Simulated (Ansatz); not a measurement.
Ansatz (a program for electronic structure) input:

Ansatz 0.2 input:
```yaml
crystal:
  lattice:
    - [2.8927495326, 0.0, 0.0]
    - [-1.4463747663, 2.505194582, 0.0]
    - [0.0, 0.0, 9.414912367]
  atoms:
    - { symbol: Ag, position: [0.0, 0.0, 0.0] }
    - { symbol: Ag, position: [0.0, 0.0, 0.5] }
    - { symbol: Ag, position: [0.3333333333, 0.6666666667, 0.25] }
    - { symbol: Ag, position: [0.6666666667, 0.3333333333, 0.75] }
kpoints:
  mp_grid: { grid: [23, 23, 7] }
hamiltonian:
  xc: r2scan
  dispersion: d4
  pseudopotentials: { kind: paw }
scf:
  occupations: { method: fermi_dirac, width: 0.1 }
elastic: { mode: relaxed_ion, stencil: two_point, amplitude: 0.005, f_tol: 0.0005 }
```

Output (shortened):

```
Pseudopotential: Ag, paw, valence charge 19
Functional definition: r2SCAN
Crystal: 4 atoms, lattice volume = 68.229 Å³
Basis set: ecut = 500 eV, 1703 PW (Γ), exchange–correlation on 96×96×288 points (64 copies of the dense FFT grid, shifted against one another)
Bands: 46, of which v1, the nominal top of the filled ones, is band 38 counted from 1 (37 counted from 0)
Symmetry: 24 space group operations
Space group: P63/mmc (ITA 194), of the structure as read, at distance tolerance 4.1e-5 Å
k-points: 224 of 3703
SCF 1 converged in 13 iterations: F = -30416.567535 eV  dr2 = 1.22e-14
Crystal: 4 atoms, lattice volume = 68.229 Å³
SCF 2 converged in 2 iterations: F = -30416.567535 eV  dr2 = 6.50e-15
Crystal: 4 atoms, lattice volume = 67.888 Å³
Basis set: ecut = 500 eV, 1695 PW (Γ), exchange–correlation on 96×96×288 points (64 copies of the dense FFT grid, shifted against one another)
Symmetry: 8 space group operations
k-points: 576 of 3703
SCF 3 converged in 13 iterations: F = -30416.567267 eV  dr2 = 1.12e-14
relax step   1: F+E_penalty+E_count = -30416.56726682 eV  Δ(F+E_penalty+E_count) = +0.000e0 eV  max|allowed force component| = 6.499e-3 eV/Å  Δτ_max = 0.0000 Å  (13 SCF iters, accepted)
Crystal: 4 atoms, lattice volume = 67.888 Å³
SCF 4 converged in 11 iterations: F = -30416.567307 eV  dr2 = 9.97e-14
relax step   2: F+E_penalty+E_count = -30416.56730684 eV  Δ(F+E_penalty+E_count) = -4.002e-5 eV  max|allowed force component| = 1.322e-3 eV/Å  Δτ_max = 0.0051 Å  (11 SCF iters, accepted)
Crystal: 4 atoms, lattice volume = 67.888 Å³
SCF 5 converged in 10 iterations: F = -30416.567309 eV  dr2 = 4.34e-14
relax step   3: F+E_penalty+E_count = -30416.56730854 eV  Δ(F+E_penalty+E_count) = -1.699e-6 eV  max|allowed force component| = 1.179e-4 eV/Å  Δτ_max = 0.0012 Å  (10 SCF iters, accepted)
Crystal: 4 atoms, lattice volume = 67.888 Å³
SCF 6 converged in 2 iterations: F = -30416.567309 eV  dr2 = 1.53e-14
Crystal: 4 atoms, lattice volume = 68.570 Å³
Basis set: ecut = 500 eV, 1723 PW (Γ), exchange–correlation on 96×96×288 points (64 copies of the dense FFT grid, shifted against one another)
SCF 7 converged in 13 iterations: F = -30416.566174 eV  dr2 = 1.19e-14
relax step   1: F+E_penalty+E_count = -30416.56617437 eV  Δ(F+E_penalty+E_count) = +0.000e0 eV  max|allowed force component| = 6.401e-3 eV/Å  Δτ_max = 0.0000 Å  (13 SCF iters, accepted)
Crystal: 4 atoms, lattice volume = 68.570 Å³
SCF 8 converged in 14 iterations: F = -30416.566216 eV  dr2 = 7.45e-14
relax step   2: F+E_penalty+E_count = -30416.56621551 eV  Δ(F+E_penalty+E_count) = -4.115e-5 eV  max|allowed force component| = 1.809e-4 eV/Å  Δτ_max = 0.0063 Å  (14 SCF iters, accepted)
Crystal: 4 atoms, lattice volume = 68.570 Å³
SCF 9 converged in 2 iterations: F = -30416.566216 eV  dr2 = 2.37e-14
Crystal: 4 atoms, lattice volume = 67.888 Å³
SCF 10 converged in 11 iterations: F = -30416.565807 eV  dr2 = 9.00e-14
Crystal: 4 atoms, lattice volume = 68.570 Å³
Basis set: ecut = 500 eV, 1739 PW (Γ), exchange–correlation on 96×96×288 points (64 copies of the dense FFT grid, shifted against one another)
SCF 11 converged in 9 iterations: F = -30416.567406 eV  dr2 = 1.13e-14
Crystal: 4 atoms, lattice volume = 68.229 Å³
Basis set: ecut = 500 eV, 1717 PW (Γ), exchange–correlation on 96×96×288 points (64 copies of the dense FFT grid, shifted against one another)
Symmetry: 4 space group operations
k-points: 972 of 3703
SCF 12 converged in 12 iterations: F = -30416.567376 eV  dr2 = 1.64e-14
relax step   1: F+E_penalty+E_count = -30416.56737642 eV  Δ(F+E_penalty+E_count) = +0.000e0 eV  max|allowed force component| = 1.784e-4 eV/Å  Δτ_max = 0.0000 Å  (12 SCF iters, accepted)
Crystal: 4 atoms, lattice volume = 68.229 Å³
SCF 13 converged in 2 iterations: F = -30416.567376 eV  dr2 = 8.84e-15
Crystal: 4 atoms, lattice volume = 68.229 Å³
SCF 14 converged in 12 iterations: F = -30416.567376 eV  dr2 = 1.62e-14
relax step   1: F+E_penalty+E_count = -30416.56737642 eV  Δ(F+E_penalty+E_count) = +0.000e0 eV  max|allowed force component| = 1.784e-4 eV/Å  Δτ_max = 0.0000 Å  (12 SCF iters, accepted)
Crystal: 4 atoms, lattice volume = 68.229 Å³
SCF 15 converged in 2 iterations: F = -30416.567376 eV  dr2 = 8.74e-15
SCF converged after 2 iterations
Free energy (F): -30416.567535 eV
Harris-Foulkes:  -30416.567535 eV  (|F-HF|=1.09e-11)
Internal energy: -30416.531867 eV  (E = F + TS)
E sigma→0 (E₀):  -30416.549701 eV
Entropy (-TS):   -0.035668 eV (-8.917 meV/atom)
Fermi energy:    17.389707 eV
--- Per-component energies (eV) ---
  E_band       = -1017.767401
  E_kinetic    = 2113.082250
  E_local      = -8795.908351  (includes V_loc(G=0)·N_el)
  E_nonlocal   = 324.832675
  E_hartree    = 4012.882538
  E_xc         = -714.288815
  E_vxc        = -1052.338453  (∫ρ·V_xc dr)
  E_paw        = -15689.362329  (= ΣΔE_a)
  E_vpaw       = -1708.939239  (= ΣTr[D̂ρ^β])
  E_aug_tail   = 0.000246  (compensation charges beyond the density's cutoff)
  E_vtau       = 75.738398  (kinetic-family band-sum trace: ∫τ·v_τ [+ j·A + Jᵃ·Aᵃ] dr)
  E_ewald      = -11664.946858
  E_disp       = -0.785980  (pairwise vdW)
  E_core_change = -2.037243  (= ΣΔE_core)
  E_smearing   = -0.035668  (= −TS)
  E_closure    = 0.000000  (closes the sum)
  Σ components = -30416.567535   (vs F -30416.567535, Δ=0.00e0)
--- Forces (eV/Å), atoms counted from 1 ---
  atom   1  Ag     0.00000000     0.00000000     0.00000000
  atom   2  Ag     0.00000000     0.00000000     0.00000000
  atom   3  Ag     0.00000000     0.00000000     0.00000000
  atom   4  Ag     0.00000000     0.00000000     0.00000000
  max |Σ_I F_I| component: 4.63e-18 eV/Å
--- Stress (GPa, compression-positive) ---
       -0.262808       0.000000       0.000000
        0.000000      -0.262808       0.000000
        0.000000       0.000000       0.369049
  P = ⅓ Tr σ = -0.0522 GPa (-0.522 kbar)
--- Band table (eV; the first three rows and the last of 224) ---
  k-point 0: bands = ["-77.3293", "-77.3218", "-77.3184", "-77.3108", "-40.0267", "-39.9427", "-39.9398", "-39.8819", "-39.8819", "-39.8705", "-39.8705", "-39.8667", "-39.8667", "-39.8553", "-39.8553", "-39.8550", "9.4025", "10.6140", "10.7447", "10.7457", …
  k-point 1: bands = ["-77.3291", "-77.3227", "-77.3174", "-77.3110", "-40.0245", "-39.9604", "-39.9221", "-39.8816", "-39.8816", "-39.8721", "-39.8721", "-39.8651", "-39.8651", "-39.8572", "-39.8557", "-39.8557", "9.4444", "10.5782", "10.6238", "10.8023", …
  k-point 2: bands = ["-77.3284", "-77.3243", "-77.3158", "-77.3117", "-40.0182", "-39.9784", "-39.9039", "-39.8806", "-39.8806", "-39.8746", "-39.8746", "-39.8636", "-39.8626", "-39.8626", "-39.8566", "-39.8566", "9.5682", "10.3163", "10.6521", "10.7889", …
  k-point 223: bands = ["-77.3086", "-77.3086", "-77.3052", "-77.3052", "-39.9890", "-39.9885", "-39.9823", "-39.9761", "-39.9614", "-39.9597", "-39.9491", "-39.9463", "-39.9081", "-39.9028", "-39.8997", "-39.8982", "11.1617", "11.1635", "11.4554", "11.4993", …
--- Elastic constants: 3 strain directions × 2 members + reference (group order 24) ---
  dense FFT box of the reference and of every strained cell: 24×24×72
  strains applied: 11, 33, 23; error gains …
  pairwise dispersion correction: d4 (s6 = 1.0, s8 = 0.6018749, s9 = 1.0, a1 = 0.51559235, a2_bohr = 5.77342911), with the weights of each atom's references …
  C = ∂σ_k/∂η_j (tension-positive GPa; Voigt order 11 22 33 23 13 12):
       145.540     98.077     78.782      0.000      0.000      0.000
        98.077    145.540     78.782      0.000      0.000      0.000
        79.365     79.365    174.930      0.000      0.000      0.000
         0.000      0.000      0.000     30.134      0.000      0.000
         0.000      0.000      0.000      0.000     30.134      0.000
         0.000      0.000      0.000      0.000      0.000     23.731
  reference stress σ⁰ (GPa):      0.263      0.263     -0.369      0.000      0.000      0.000
  moduli (Voigt/Reuss/Hill, GPa): K = 108.72/108.63/108.67   G = 30.79/29.02/29.90   E = 82.17   ν = 0.374
  mechanically stable: yes (min eigenvalue of sym C = 23.73 GPa)
  strain η (Voigt 11):  stress-route row diagonal C_11 = 145.54 GPa, energy-path curvature d²(F+E_count+ΔE)/dδ²/Ω₀ = 145.45 GPa
         δ    σ_11 (GPa)             F (eV)   n_scf  n_hpsi   n_pw
    -5.000e-3      -0.4847      -30416.5673085       2  192704   1740   relax 3 steps, max|allowed force component| 1.18e-4 eV/Å
     5.000e-3       0.9707      -30416.5662155       2  196851   1759   relax 2 steps, max|allowed force component| 1.81e-4 eV/Å
  strain η (Voigt 33):  stress-route row diagonal C_33 = 174.93 GPa, energy-path curvature d²(F+E_count+ΔE)/dδ²/Ω₀ = 174.89 GPa
         δ    σ_33 (GPa)             F (eV)   n_scf  n_hpsi   n_pw
    -5.000e-3      -1.2628      -30416.5658066      11  229541   1744   relax 0 steps, max|allowed force component| 1.39e-17 eV/Å
     5.000e-3       0.4865      -30416.5674057       9  182985   1759   relax 0 steps, max|allowed force component| 2.89e-18 eV/Å
  strain η (Voigt 23):  stress-route row diagonal C_44 = 30.13 GPa, energy-path curvature d²(F+E_count+ΔE)/dδ²/Ω₀ = 30.15 GPa
         δ    σ_23 (GPa)             F (eV)   n_scf  n_hpsi   n_pw
    -5.000e-3      -0.1507      -30416.5673764       2  310222   1753   relax 1 steps, max|allowed force component| 1.78e-4 eV/Å
     5.000e-3       0.1507      -30416.5673764       2  310185   1753   relax 1 steps, max|allowed force component| 1.78e-4 eV/Å
```

Cost: about 30 core-minutes (a rough figure) on shared cores.

Space group P6_3/mmc (dhcp (α-La type)). The first step of the workflow began from a Materials Project structure, measured or hypothetical; the Crystallography Open Database files this formula in space group No. 194, but the cells were not matched. It is not the phase usual at ambient conditions (space group No. 225). The r²SCAN+D4 relaxation kept the symmetry of its start; its stability against distortions is not shown here. The run is not spin-polarised. The pairwise dispersion correction was not fitted to metals. As this level gives no gap, shear constants depend on the k-mesh and smearing (Fermi–Dirac, 0.1 eV here). Axis ratios of metals converge slowly with the k-mesh, so a and c are less sure than the volume. On the denser mesh and wider smearing of the elastic run this cell carries a stress of 0.4 GPa. Spin–orbit coupling is left out wherever it is not named.

Potentials: the later of the program's two PAW sets.

Ansatz is a plane-wave DFT program.
